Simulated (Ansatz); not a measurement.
Ansatz 0.2.0, single run: Sr2GaIrO6

The input file (Ansatz 0.2.0, plane waves):

```yaml
crystal:
  lattice:
    - [0.0, 5.51785, 0.0]
    - [5.51785, 0.0, 0.0]
    - [2.758925, 2.758925, -3.906704]
  atoms:
    - { symbol: Sr, position: [0.75, 0.25, 0.5] }
    - { symbol: Sr, position: [0.25, 0.75, 0.5] }
    - { symbol: Ga, position: [0.0, 0.0, 0.0] }
    - { symbol: Ir, position: [0.5, 0.5, 0.0] }
    - { symbol: O, position: [0.2499, 0.2499, 0.5002] }
    - { symbol: O, position: [0.7501, 0.7501, 0.4998] }
    - { symbol: O, position: [0.2327, 0.2671, 0.0] }
    - { symbol: O, position: [0.2671, 0.7673, 0.0] }
    - { symbol: O, position: [0.7673, 0.7329, 0.0] }
    - { symbol: O, position: [0.7329, 0.2327, 0.0] }
  symmetry: { tolerance: 0.0003 }
kpoints:
  mp_grid: { grid: [5, 5, 5], shift: [0, 0, 0] }
magnetization:
  spin_polarized: false
scf:
  occupations: { method: fermi_dirac }
hamiltonian:
  pseudopotentials: { kind: paw }
  xc: r2scan
basis:
  ecutwfc: 500
output:
  forces: true
  stress: true
  eigenvalues: true
accuracy: high
```

Run with:

```bash
ansatz run input.yaml --threads 1 --pin off --max-ram 2560MiB --backend cpu --events-out ev --progress --plain --runs-dir out
```

Origin of the cell: a known structure type with other elements, at an estimated volume, so it need not be a known compound.

The smearing width isn't typed, so it takes its default of 0.1 eV.

Output (shortened):

```
Pseudopotentials: kind: paw
Pseudopotential: Sr, paw, valence charge 10, recommended cutoff 500 eV (meta_gga), Sr.paw.azcp
Pseudopotential: Ga, paw, valence charge 13, recommended cutoff 500 eV (meta_gga), Ga.paw.azcp
Pseudopotential: Ir, paw, valence charge 17, recommended cutoff 500 eV (meta_gga), Ir.paw.azcp
Pseudopotential: O, paw, valence charge 6, recommended cutoff 500 eV (meta_gga), O.paw.azcp
Functional definition: r2SCAN
  exchange = r2scan_x(k0 = k0, k1 = k1, a1 = a1)
  correlation = r2scan_c
Crystal: 10 atoms, lattice volume = 118.946 Å³
Basis set: ecut = 500 eV, 2975 PW (Γ), exchange–correlation on 240×240×240 points (125 copies of the dense FFT grid, shifted against one another)
Bands: 53, of which v1, the nominal top of the filled ones, is band 43 counted from 1 (42 counted from 0)
[… 15 lines left out …]
Initial density: superposition of atomic densities (neutral atoms: chi_scale 0, normalization atom), corrected by the library's trained network
Functional: x = r2scan, c = r2scan; τ floored in thin density (d = 2e-4 eV/Å³)
SCF iter   1: F=—  HF=-26266.119643 eV  Δρ=9.66e-3  dr2=6.24e-2  dr2_τ=4.94e-1  defer=27
SCF iter   2: F=—  HF=-26266.434509 eV  Δρ=5.97e-3  dr2=2.56e-2  dr2_τ=1.61e-3  defer=56
SCF iter   3: F=—  HF=-26266.434097 eV  Δρ=2.15e-3  dr2=2.83e-3  dr2_τ=3.79e-4  defer=56
SCF iter   4: F=—  HF=-26266.432430 eV  Δρ=6.13e-4  dr2=3.64e-4  dr2_τ=9.01e-5  defer=56
SCF iter   5: F=—  HF=-26266.432481 eV  Δρ=2.51e-4  dr2=1.04e-4  dr2_τ=9.55e-6  defer=56
SCF iter   6: F=—  HF=-26266.432470 eV  Δρ=7.26e-5  dr2=9.01e-6  dr2_τ=1.46e-6  defer=56
SCF iter   7: F=—  HF=-26266.432664 eV  Δρ=3.48e-5  dr2=1.54e-6  dr2_τ=1.36e-7  defer=56
SCF iter   8: F=—  HF=-26266.432664 eV  Δρ=2.87e-5  dr2=8.35e-7  dr2_τ=1.04e-7  defer=56
SCF iter   9: F=-26266.432664 eV  HF=-26266.432664 eV  Δρ=5.02e-6  dr2=4.86e-8  dr2_τ=4.57e-9
SCF iter  10: F=—  HF=-26266.432664 eV  Δρ=3.23e-6  dr2=1.14e-8  dr2_τ=1.91e-9
SCF iter  11: F=—  HF=-26266.432664 eV  Δρ=8.19e-7  dr2=1.30e-9  dr2_τ=8.57e-11
SCF iter  12: F=-26266.432664 eV  HF=-26266.432664 eV  Δρ=1.77e-7  dr2=5.91e-11  dr2_τ=2.64e-12
SCF 1 converged in 12 iterations: F = -26266.432664 eV  dr2 = 5.91e-11
SCF converged after 12 iterations
Free energy (F): -26266.432664 eV
Harris-Foulkes:  -26266.432664 eV  (|F-HF|=3.64e-12)
Internal energy: -26266.237972 eV  (E = F + TS)
E sigma→0 (E₀):  -26266.335318 eV
Entropy (-TS):   -0.194692 eV (-19.469 meV/atom)
Fermi energy:    11.512447 eV
--- Per-component energies (eV) ---
  E_band       = -383.023184
  E_kinetic    = 2291.397652
  E_local      = -6681.327678  (includes V_loc(G=0)·N_el)
  E_nonlocal   = 1200.008849
  E_hartree    = 2548.055108
  E_xc         = -1085.403250
  E_vxc        = -1381.174809  (∫ρ·V_xc dr)
  E_paw        = -17656.896183  (= ΣΔE_a)
  E_vpaw       = -990.291681  (= ΣTr[D̂ρ^β])
  E_aug_tail   = 0.006517  (compensation charges beyond the density's cutoff)
  E_vtau       = 82.247870  (kinetic-family band-sum trace: ∫τ·v_τ [+ j·A + Jᵃ·Aᵃ] dr)
  E_ewald      = -6880.625305
  E_core_change = -1.453682  (= ΣΔE_core)
  E_smearing   = -0.194692  (= −TS)
  Σ components = -26266.432664   (vs F -26266.432664, Δ=0.00e0)
--- Forces (eV/Å), atoms counted from 1 ---
  atom   1  Sr     0.000000     0.000000     0.000000
  atom   2  Sr     0.000000     0.000000    -0.000000
  atom   3  Ga    -0.000000    -0.000000     0.000000
  atom   4  Ir     0.000000    -0.000000     0.000000
  atom   5  O      0.000000     0.000000    -0.150987
  atom   6  O      0.000000     0.000000     0.150987
  atom   7  O     -0.085508    -0.152223     0.000000
  atom   8  O      0.152223    -0.085508     0.000000
  atom   9  O      0.085508     0.152223     0.000000
  atom  10  O     -0.152223     0.085508     0.000000
  max |Σ_I F_I| component: 2.78e-17 eV/Å
--- Stress (GPa, compression-positive) ---
        0.385918       0.000000       0.000000
       -0.000000       0.385918       0.000000
        0.000000       0.000000       0.782865
  P = ⅓ Tr σ = 0.5182 GPa (5.182 kbar)
```

Caveats: no moments, though an odd count or open d shells may carry them; no spin-orbit coupling, though heavy elements are present; the k mesh is coarse if the cell is a metal.

The run took 16 s on 1 thread of Intel(R) Xeon(R) 6975P-C (Granite Rapids), on a shared host, peak memory 1.4 GiB, from the program's own first density.
